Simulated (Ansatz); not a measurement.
# Cs, first-principles data

Cs:
```cif
data_Cs2
_chemical_formula_sum 'Cs2'
_space_group_name_H-M_alt 'P63/mmc'
_space_group_IT_number 194
_space_group_name_Hall '-P 6c 2c'
_cell_length_a 5.13304
_cell_length_b 5.13304
_cell_length_c 8.43836
_cell_angle_alpha 90.000
_cell_angle_beta 90.000
_cell_angle_gamma 120.000
loop_
_atom_site_label
_atom_site_type_symbol
_atom_site_symmetry_multiplicity
_atom_site_Wyckoff_symbol
_atom_site_fract_x
_atom_site_fract_y
_atom_site_fract_z
_atom_site_occupancy
Cs1 Cs 2 c 0.33333 0.66667 0.25000 1
```

Space group P6_3/mmc (No. 194), hcp (Mg type); conventional cell a = b = 5.1330 Å, c = 8.4384 Å, α = β = 90.00°, γ = 120.00°.

Method: the program Ansatz at the LDA level (PAW). The cell and atoms are relaxed at this level. Other levels are named where they apply.

**Cell and energy**

```yaml
volume_per_atom: 96.27 Å³
density: 2.29 g/cm³
```

**Electronic structure**

```yaml
electronic_character: metallic (no gap)
Density of states at the Fermi level: 1.4 states/eV per atom (mean over ±0.08 eV)
```

The workflow started from a Materials Project entry (that database holds measured and hypothetical structures alike); the Crystallography Open Database copy checked does not list it. It is not the phase usual at ambient conditions (space group No. 229). The cell was relaxed with LDA under the symmetry of its start; whether a distortion lowers the energy is not shown. Axis ratios of metals converge slowly with the k-mesh, so a and c are less sure than the volume. Scalar-relativistic: spin–orbit coupling is off unless named, which matters more the heavier the elements.

Potentials: the earlier of the program's two PAW sets. The files were generated under PBE; for other functionals the program regenerates the frozen cores, and for LDA and PBEsol the local potential too.
